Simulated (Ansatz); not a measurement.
Given:

Relaxed P (space group Cmce):

```
P
1.0
    1.65492    -5.64616     0.00000
    1.65492     5.64616     0.00000
    0.00000     0.00000     4.56347
P
4
Direct
  0.40603   0.59397   0.91350
  0.59397   0.40603   0.08650
  0.09397   0.90603   0.41350
  0.90603   0.09397   0.58650
```

A phonon eigenvector at Γ is frozen into this cell: atom i moves by Q times the vector below, so Q is the largest atomic displacement, in Å. The cell is held.

```
atom      x       y       z
----  -----  ------  ------
P1    0.000  -0.046   0.999
P2    0.000   0.046  -0.999
P3    0.000  -0.046  -0.999
P4    0.000   0.046   0.999
```

Level of theory: PBE (plane waves to 420 eV, PAW, scalar-relativistic; Ansatz, an electronic-structure program). k mesh 10×10×7 (Γ-centred), Fermi-Dirac smearing 0.05 eV. The energy includes the smearing's −TS. P was relaxed with its symmetry unable to fall. The relaxed volume of P is well above the measured one; the method has no dispersion term. ΔE is measured from the undisplaced structure.

The scan covers Q from -0.100 to 0.100 Å in 13 points.

Which space group does the distorted structure have?

C2/m (No. 12), lowered from Cmce.

Is the energy the same for equal positive and negative displacements?

Even: the same for both signs.

What is the energy change at Q = 0.100 Å?

111.2 meV/cell.

What harmonic wavenumber does the curvature at Q = 0 give?

222 cm⁻¹.

(For displaced atoms, the force is minus the slope of the energy, and its curvature is a force constant, which sets phonon frequencies.)
